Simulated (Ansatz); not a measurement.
**Stability checks on a candidate for MgCd2S3**

The structure comes from a generated guess, relaxed at this level; another structure or a mixture of phases may lie lower.

Method: Ansatz, DFT PBE, scalar-relativistic, plane waves, PAW. Settings of the last relaxation (6-atom cell): 420 eV, 12×12×4 k points, Gaussian smearing of 0.02 eV, no spin polarisation.

```
CELL_PARAMETERS angstrom
4.13921 0.00000 0.00000
-2.06961 3.58466 0.00000
0.00000 0.00000 10.12069
ATOMIC_POSITIONS crystal
Mg 0.00000 0.00000 0.33126
Cd 0.33333 0.66667 0.00527
Cd 0.66667 0.33333 0.66333
S 0.66667 0.33333 0.91641
S 0.00000 0.00000 0.57478
S 0.33333 0.66667 0.25895
```

Energies over the elements count from the elements' standard structures at the same level, with no fitted energy shifts.

Task: These tests were run: energy against the elements; random kick, then relaxation without symmetry; phonons on a 2×2×1 q mesh. What do they show?

Result:

| test | result |
| --- | --- |
| energy against the elements | −0.912 eV/atom |
| random kick, then relaxation without symmetry | returns |
| phonons on a 2×2×1 q mesh | no imaginary mode on the mesh |

It fails none of these tests. Other phases of the system weren't compared here, so this isn't yet thermodynamic stability.

The reference form of S is held partly by dispersion forces, which this level lacks. The kick test ran on a coarse mesh. The run for the phonons used a 12×12×4 k mesh.
